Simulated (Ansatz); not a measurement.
Al$_{2}$Cu (MoSi2 or CaC2 type, I4/mmm) at seven volumes, DFT-PBE in the program Ansatz with PAW potentials, shape and atoms relaxed at each. One row is withheld.

| V (Å³/atom) | P (GPa) |
|---|---|
| 13.793 | 9.82 |
| 14.247 | 6.02 |
| 14.702 | 2.74 |
| 15.157 | 0.00 |
| 15.611 | ? |
| 16.066 | -4.29 |
| 16.521 | -5.96 |

**Question.** Fit the shown pressures and predict the withheld one.

**Answer.** P = (3/2)B₀(x^(7/2) − x^(5/2))[1 + (3/4)(B′ − 4)(x − 1)] with x = (V₀/V)^(2/3). Least squares on the six rows gives V₀ = 15.158 Å³/atom, B₀ = 84.1 GPa, B′ = 4.53. At V = 15.611, x = 0.9806 and P = -2.32 GPa. The run itself gave -2.32 GPa.

A made-up cell: these elements were put on the sites of a structure type; the Crystallography Open Database copy checked does not list it. It is not the phase usual at ambient conditions (space group No. 140). The PBE relaxation kept the symmetry of its start; its stability against distortions is not shown here. No spin polarisation was allowed.

Potentials: the later of the program's two PAW sets.
